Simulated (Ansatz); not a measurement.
Relaxed NiO (rock salt):

```xyz
2
Lattice="0.0000 2.0943 2.0943 2.0943 0.0000 2.0943 2.0943 2.0943 0.0000" Properties=species:S:1:pos:R:3 pbc="T T T"
O      0.0000     0.0000     0.0000
Ni     2.0943     2.0943     2.0943
```

In this cell atom 1 (O, nearest neighbour Ni at 2.094 Å; its periodic images, 3.0 Å or more away, move with it) is moved by s along Cartesian [110], unit vector (0.707, 0.707, 0.000); all other atoms and the cell stay fixed.

All values below come from r2SCAN (plane waves to 500 eV, PAW, scalar-relativistic; Ansatz, a first-principles code). k mesh 11×11×11 (Γ-centred), Fermi-Dirac smearing 0.05 eV. E stands for the smeared free energy. NiO is run spin-polarised and with no Hubbard U; the real compound is an antiferromagnetic insulator, a state that this run doesn't describe. NiO was relaxed with its symmetry unable to fall. Relaxed NiO ends ferromagnetic. The magnetic order is the one the run started from; other orders were not tried. The zero of ΔE is the undisplaced structure.

```tsv
s (Å)	ΔE (meV/cell)
-0.420	withheld
-0.336	277
-0.252	138
-0.168	54
-0.084	12
0.000	0
0.084	12
0.168	54
0.252	138
0.336	277
0.420	withheld
```

**Question.** Fit an even polynomial form (powers 2, 4) to the given rows and predict ΔE at s = 0.420.

**Answer.** Least squares on the 9 given rows: ΔE = (1777)·s² + (6012)·s⁴, in meV/cell with s in Å; root-mean-square residual 0.7 meV/cell. At 0.420 the fit gives 501 meV/cell; the calculation gives 486 meV/cell, so the extrapolation is off by 15 (+3.1 %). The quadratic term alone would give 313 meV/cell.

(For displaced atoms, the force is minus the slope of the energy, and its curvature is a force constant, which sets phonon frequencies.)
